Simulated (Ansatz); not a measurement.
Se:
```xyz
3
Lattice="4.0647 0.0000 0.0000 -2.0324 3.5202 0.0000 0.0000 0.0000 5.1309" Properties=species:S:1:pos:R:3 pbc="T T T"
Se     1.0058     0.0000     4.2757
Se    -0.5029     0.8710     0.8551
Se     1.5295     2.6491     2.5654
```

Relaxed with PBE+D3(BJ). Special points in fractions of this cell's reciprocal vectors: Γ (0.000, 0.000, 0.000); M (0.500, 0.000, 0.000); K (0.333, 0.333, 0.000); A (0.000, 0.000, 0.500); L (0.500, 0.000, 0.500); H (0.333, 0.333, 0.500).

**Question.** List the band energies nearest the valence-band maximum at these points for plane-wave PAW PBE+D3(BJ) (Ansatz code).

**Answer.** In eV from the valence-band maximum; about four levels below and three above (degenerate sets whole), none deeper than 8.9 eV; points with the same levels are listed once.

```csv
k,below,above
Γ,-3.49 -3.49 -1.91 -1.91 -0.58,1.42 1.42 2.01
M,-3.83 -3.58 -1.51 -1.02,1.43 1.68 4.20
K,-3.26 -3.26 -3.05 -2.46,3.19 3.19 3.68
A,-3.15 -3.15 -1.43 -1.39 -1.39,0.89 0.91 0.91
L,-4.27 -2.45 -1.97 -0.13,1.27 2.45 2.91
H,-5.50 -5.50 -1.20 -0.06 -0.06,0.46 2.18 2.18
```

Space group P3_121 (trigonal Se type). The cell was relaxed with PBE+D3(BJ) under the symmetry of its start. Spin–orbit coupling is left out wherever it is not named.

Potentials: the earlier of the program's two PAW sets.
